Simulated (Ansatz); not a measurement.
SrTaNO2:
Space group Pmm2 (No. 25); a = 3.9649 Å, b = 4.0222 Å, c = 3.9970 Å, α = β = γ = 90.00°

```
atom  site  symmetry       x       y       z
----  ----  --------  ------  ------  ------
Sr      1a       mm2  0.0000  0.0000  0.0265
Ta      1d       mm2  0.5000  0.5000  0.5145
N       1c       mm2  0.5000  0.0000  0.4797
O       1b       mm2  0.0000  0.5000  0.4836
O       1d       mm2  0.5000  0.5000  0.9957
```

Relaxed with LDA.

Give the optical modes at the zone centre with their infrared activity from DFPT, the program Ansatz at the LDA level (PAW).

Transverse frequencies, without the LO–TO term; a row sums one degenerate level.

```
ω (cm⁻¹)  degeneracy  IR ((D/Å)²/amu)  activity  symmetry
--------  ----------  ---------------  --------  --------
173i               1           119.57        IR        B2
134i               1            51.26        IR        B1
82                 1             2.37        IR        B1
93                 1             7.71        IR        A1
121                1             0.60        IR        B2
171                1             2.04        IR        B1
187                1             3.23        IR        A1
251                1             0.52        IR        B2
272                1            25.90        IR        A1
591                1            60.12        IR        B2
629                1            25.68        IR        B1
645                1            24.88        IR        A1
```

How high does the top mode go among those that the LO–TO term moves?

782 cm⁻¹ for q along x, 808 cm⁻¹ for q along y, 792 cm⁻¹ for q along z.

The workflow started from a Materials Project entry (that database holds measured and hypothetical structures alike); the Crystallography Open Database copy checked does not list it. With N and O taken as one species the cell has the higher symmetry P4mm, so it may be an ordered model of a mixed-site phase. Its standing as an ambient phase is unchecked. Symmetry was held in the LDA relaxation. At this level the phase is dynamically unstable (imaginary phonons). No spin polarisation was allowed. Scalar-relativistic: spin–orbit coupling is off unless named, which matters more the heavier the elements.

Potentials: the later of the program's two PAW sets.
